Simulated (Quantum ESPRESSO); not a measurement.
# Strain and stress in Zr2WO6F2

These are calculations, not measurements. They come from pw.x of Quantum ESPRESSO 7.5, a plane-wave density functional program, with PseudoDojo standard norm-conserving files (v0.5 for PBE, v0.4.1 for LDA and PBEsol). The cells are made up: elements, strain and atom displacements were drawn at random, and nothing was relaxed. There is no spin polarisation, spin-orbit coupling or dispersion term.

The cell has 12 sites of a rutile lattice (two cells along c). Sites 1 to 4 hold empty Zr W Zr; sites 5 to 12 hold O O O O O F F O. Cell vectors in Å: (4.721, -0.009, 0.060); (-0.009, 4.809, -0.073); (0.080, -0.097, 6.231). Settings: PBE, cutoff 1143 eV, 5 x 5 x 4 k mesh shifted by half a step, Fermi-Dirac smearing of 0.025 eV.

Each run adds a shear xy (given as the tensor component) to one cell, with the atoms carried along; the vectors above are those of run 4. Stress is positive in tension and P is minus a third of its trace. E is the free energy for each atom above the lowest run shown. The last column is band 45 less band 44 at Gamma, from a band step after each run.

| run | strain (%) | s_xx (GPa) | s_yy (GPa) | s_zz (GPa) | s_xy (GPa) | P (GPa) | E (meV/atom) | level step at Gamma (eV) |
| --- | --- | --- | --- | --- | --- | --- | --- | --- |
| 1 | -2.29 | -7.73 | -6.07 | 4.05 | -10.62 | 3.25 | 25.96 | 1.474 |
| 3 | -0.98 | -8.08 | -6.47 | 5.58 | -6.04 | 2.99 | 8.16 | 1.467 |
| 4 | -0.24 | -8.44 | -6.86 | 6.34 | -3.41 | 2.99 | 2.54 | 1.461 |
| 5 | 0.42 | -8.86 | -7.33 | 6.95 | -1.05 | 3.08 | 0.17 | 1.456 |
| 6 | 0.86 | -9.19 | -7.69 | 7.33 | 0.55 | 3.19 | 0.00 | 1.451 |
| 7 | 2.04 | -10.30 | -8.89 | 8.20 | 4.89 | 3.66 | 5.39 | 1.436 |
| 2 | -1.42 | ? | ? | ? | ? | ? | ? | ? |

A rerun of one of these cells at 1467 eV and k mesh 7 x 7 x 6 moved values by no more than 0.006 eV in the cell's energy, 0.02 GPa in stress and 0.003 eV/Å in force.

## Worked fit

A parabola through the six runs shown gives s_xy = -2.56 + 3.59 e + 0.030 e² GPa, with e in per cent and a scatter of 0.01 GPa. The slope is a stiffness of 359 ± 1 GPa for each unit of this strain at e = 0, twice a shear constant under the stress shown, since the tensor component is half the shear angle. The atoms are clamped, and relaxing them would in general lower it. The error is the larger of the fit's own and the change that a cubic makes, rounded up.

## Withheld run

Question: what s_xy should run 2 give?

The fit gives -7.60 GPa. The calculation gave -7.58 GPa.

```
run  strain (%)  s_xx (GPa)  s_yy (GPa)  s_zz (GPa)  s_xy (GPa)  P (GPa)  E (meV/atom)  level step at Gamma (eV)
  2       -1.42       -7.92       -6.29        5.09       -7.58     3.04         13.08                     1.469
```